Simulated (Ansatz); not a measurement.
MgO (rock salt)

```
MgO
1.0
    0.00000     2.12687     2.12687
    2.12687     0.00000     2.12687
    2.12687     2.12687     0.00000
O Mg
1 1
Direct
  0.00000   0.00000   0.00000
  0.50000   0.50000   0.50000
```

This relaxed cell (volume V₀) is scaled evenly in all directions, its shape held. Symmetry pins the atoms to their sites.

These are PBE (plane waves to 420 eV, PAW, scalar-relativistic; Ansatz, an electronic-structure program) values and carry that method's errors. k mesh 14×14×14 (Γ-centred), Fermi-Dirac smearing 0.05 eV. The energy includes the smearing's −TS. Stress and pressure are positive under compression. MgO was relaxed with its symmetry unable to fall. ΔE is measured from the relaxed starting cell.

```csv
V (Å³/atom),ΔE (meV/atom)
9.044,18.0
9.159,11.2
9.275,6.2
9.390,2.7
9.506,0.7
9.621,0.0
9.737,0.6
9.852,2.5
9.967,withheld
10.083,9.5
10.198,14.6
```

Question: Fit a third-order Birch-Murnaghan form (E₀, V₀, B₀, B₀′ free) to the given rows and predict ΔE at V = 9.967.

Answer: Least squares on the 10 given rows: ΔE = E₀ + (9V₀B₀/16)·y²·[2 + (B₀′ − 4)y], y = (V₀/V)^(2/3) − 1, with V₀ = 9.621 Å³/atom, B₀ = 149.4 GPa (160.2 GPa = 1 eV/Å³; the term in eV is multiplied by 1000), B₀′ = 4.19, E₀ = 0.00 meV/atom; root-mean-square residual 0.03 meV/atom. At 9.967 the fit gives 5.5 meV/atom; the calculation gives 5.4 meV/atom, so the interpolation is off by 0.1 (+1.9 %). For the pressure the fit gives -4.9 GPa against the computed -4.9 GPa.

(Under strain, the slope of the energy per volume gives the stress and its curvature an elastic modulus.)
